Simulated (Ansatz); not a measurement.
Crystals of one structure type (rock salt) and one family of elements, relaxed and computed with DFT-HSE06 in the program Ansatz with PAW potentials.

| crystal | V (Å³/atom) | B₀ by P(V) fit (GPa) |
|---|---|---|
| MgO | 9.27 | 167 |
| BeS | 12.23 | 115 |
| SrO | 17.11 | 92.5 |
| MgS | 17.52 | ? |
| BaO | 21.15 | 75.4 |
| MgTe | 26.09 | 50.6 |
| BaTe | 43.71 | 30.2 |

Task: Fit a straight line to ln B₀ against ln V and predict the withheld value.

Result: Least squares on the 6 shown rows: ln B₀ = -1.09 × ln V + (7.549), with a scatter of 7 %. For MgS this gives 83.8. The run itself gave 80.1, within the scatter.

Constructed cells (a structure type filled with these elements, in neither database checked): BeS, rock salt. Standing as an ambient phase not checked: MgTe, rock salt. All cells were relaxed under the symmetry of their starts (and spin orders); stability against distortions was not tested throughout. Scalar-relativistic: spin–orbit coupling is off unless named, which matters more the heavier the elements.

Potentials: the later of the program's two PAW sets.
